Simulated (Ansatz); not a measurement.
## Computed scan of one atom of the cell: InAs (zinc blende)

Relaxed InAs (zinc blende):

```
InAs
1.0
    0.00000     3.05455     3.05455
    3.05455     0.00000     3.05455
    3.05455     3.05455     0.00000
As In
1 1
Cartesian
  4.58183   4.58183   4.58183
  0.00000   0.00000   0.00000
```

In this cell atom 2 (In, nearest neighbour As at 2.645 Å; its periodic images, 4.3 Å or more away, move with it) is moved by s along Cartesian x, unit vector (1.000, 0.000, 0.000); all other atoms and the cell stay fixed.

Calculation: r2SCAN (plane waves to 500 eV, PAW, scalar-relativistic; Ansatz, a program for electronic structure). k mesh 8×8×8 (Γ-centred), Fermi-Dirac smearing 0.05 eV. Energies are smeared free energies. Compression counts positive. As the smearing reaches across the gap at some points, energies and forces of such displacements shift with the k mesh and the smearing. F∥ is the force on the atom along that direction. InAs was relaxed with its symmetry unable to fall. ΔE is measured from the undisplaced structure.

```json
[
 {"s (Å)": "-0.790", "ΔE (meV/cell)": "1854", "P (GPa)": "10.4", "F∥ (eV/Å)": "3.727"},
 {"s (Å)": "-0.632", "ΔE (meV/cell)": "1279", "P (GPa)": "7.2", "F∥ (eV/Å)": "3.500"},
 {"s (Å)": "-0.474", "ΔE (meV/cell)": "764", "P (GPa)": "4.3", "F∥ (eV/Å)": "2.971"},
 {"s (Å)": "-0.316", "ΔE (meV/cell)": "354", "P (GPa)": "2.0", "F∥ (eV/Å)": "2.168"},
 {"s (Å)": "-0.158", "ΔE (meV/cell)": "91", "P (GPa)": "0.5", "F∥ (eV/Å)": "1.141"},
 {"s (Å)": "0.000", "ΔE (meV/cell)": "0", "P (GPa)": "0.0", "F∥ (eV/Å)": "0.000"},
 {"s (Å)": "0.158", "ΔE (meV/cell)": "91", "P (GPa)": "0.5", "F∥ (eV/Å)": "-1.141"},
 {"s (Å)": "0.316", "ΔE (meV/cell)": "354", "P (GPa)": "2.0", "F∥ (eV/Å)": "-2.168"},
 {"s (Å)": "0.474", "ΔE (meV/cell)": "764", "P (GPa)": "4.3", "F∥ (eV/Å)": "-2.971"},
 {"s (Å)": "0.632", "ΔE (meV/cell)": "1279", "P (GPa)": "7.2", "F∥ (eV/Å)": "-3.500"},
 {"s (Å)": "0.790", "ΔE (meV/cell)": "1854", "P (GPa)": "10.4", "F∥ (eV/Å)": "-3.727"}
]
```

Summary:

```
Item                                                                                                                                                   Value
--------------------------------------------------------  --------------------------------------------------------------------------------------------------
Energy at s = 0.790 Å                                                                                                                          1854 meV/cell
Force along the line at s = -0.790 Å                                                                                                               3.73 eV/Å
Symmetry of the curve                                                                                                          even: the same for both signs
Shape of the curve                                                                            a single well with its minimum at or next to zero displacement
Force constant k = d²E/ds² at s = 0 (finite differences)                                                                                          7.34 eV/Å²
Harmonic estimate at the end of the scan                  ½ks² = 2291 meV/cell against the computed 1854 meV/cell, so the well is softer than harmonic there
Zone-centre optical wavenumber from k                                                                                                               210 cm⁻¹
```

The 11 points together took very roughly 4 core-minutes.

(For displaced atoms, the force is minus the slope of the energy, and its curvature is a force constant, which sets phonon frequencies.)
